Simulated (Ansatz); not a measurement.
HfN: tetragonal deformation path

Theory: DFT PBEsol, scalar-relativistic, plane waves, PAW (Ansatz 0.2.0). Settings: plane waves to 420 eV, k-mesh 24×24×24 (Γ-centred), Gaussian smearing 0.15 eV. Spin–orbit coupling is left out, which can shift energies with elements as heavy as these. No spin polarisation. Energies are free energies at this smearing, counted from the undisturbed cell; pressure is positive in compression.

Zero of the scan (relaxed at this level; this zinc-blende form isn't the usual structure):

```xyz
2
Lattice="0.0000 2.4335 2.4335 2.4335 0.0000 2.4335 2.4335 2.4335 0.0000" Properties=species:S:1:pos:R:3 pbc="T T T"
Hf    0.0000    0.0000    0.0000
N     3.6503    3.6503    3.6503
```

At fixed volume and fractional coordinates, lengths along (0.000, 0.000, 1.000) are scaled against those across it; ρ is that ratio over its starting value. The cell is metallic on the mesh throughout.

```tsv
ρ	ΔE (meV/atom)
0.707	315.4
0.850	97.1
1.000	0.0
1.200	162.3
1.414	537.5
```

Task: Predict the pressure (GPa) at each point.

Result:
```
    ρ  pressure (GPa)
0.707            -8.7
0.850            -1.8
1.000             0.0
1.200            -1.6
1.414            -5.4
```

Cost: 5 runs of about 7.9 core-minutes in all, on Intel Xeon Processor @ 2.50GHz (Skylake/Cascade Lake) (shared hosts).